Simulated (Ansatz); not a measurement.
Tc (bcc (W type), space group No. 229) under volume change, PBE (plane waves, PAW; program Ansatz), scaled uniformly.

```tsv
V (Å³/atom)	E − E(relaxed) (meV/atom)	P (GPa)
13.299	128.9	34.26
13.737	___	___
14.176	12.7	9.57
14.614	0.0	0.00
15.052	___	___
15.491	43.1	-14.93
15.929	92.1	-20.69
```

Problem. Complete the blanks.

Solution. 
- 15.052, E − E(relaxed) (meV/atom): 11.4
- 15.052, P (GPa): -8.09
- 13.737, E − E(relaxed) (meV/atom): 54.0
- 13.737, P (GPa): 20.89

Problem. What does a third-order Birch–Murnaghan fit give for V₀, B₀ and B′?

Solution. V₀ = 14.61 Å³/atom, B₀ = 293 GPa, B′ = 4.6.

Space group Im-3m (bcc (W type)). The cell is a constructed one: a structure type filled with these elements; neither database checked (COD, Materials Project) lists it. It is not the phase usual at ambient conditions (space group No. 194). The PBE relaxation kept the symmetry of its start. At this level the phase is mechanically unstable. The run is not spin-polarised.

Potentials: the later of the program's two PAW sets.
